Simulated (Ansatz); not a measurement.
# P6_3/mmc: 4 crystals compared

All 4 crystals share space group P6_3/mmc (No. 194) and the same kinds of sites, 2 atoms in the primitive cell. They are database entries and needn't be the stable phases. The set is a selection: crystals with an unstable lattice, a very soft shear in a metal or doubtful stress slopes were left out. Cells are relaxed by PAW under the functional.

Quantity: elastic moduli (Hill averages, relaxed ions; θ_D from sound speeds over directions). Level: PBEsol, all-electron LAPW in Ansatz 0.2.0, scalar-relativistic.

| crystal | cell (conventional) | k mesh | smearing (eV) |
| --- | --- | --- | --- |
| Mg | a = 3.182, c = 5.139 Å | 16×16×8 | 0.10 |
| Na | a = 3.719, c = 6.074 Å | 14×14×8 | 0.10 |
| Pb | a = 3.458, c = 5.771 Å | 16×16×10 | 0.08 |
| Sc | a = 3.275, c = 5.106 Å | 14×14×8 | 0.10 |

Problem. Rank them by C33, lowest first.
A. Sc
B. Pb
C. Mg
D. Na

Solution. D (15.9 GPa), C (64.1 GPa), B (84.2 GPa), A (104 GPa).

All values:

```
crystal  B (GPa)  G (GPa)  C11 (GPa)  C33 (GPa)  C44 (GPa)      ν  θ_D (K)
     Mg     37.3     16.1       57.5       64.1       17.8  0.311      353
     Na      7.8      3.3       12.4       15.9        2.9  0.318      175
     Pb     47.2     13.7       68.6       84.2       10.5  0.367      116
     Sc     56.6     33.5        104        104       32.1  0.253      375
```

Limits of these numbers: responses of metals move with mesh and smearing; elastic stability says nothing of phonons or of other phases; no spin-orbit coupling on heavy atoms (Pb).
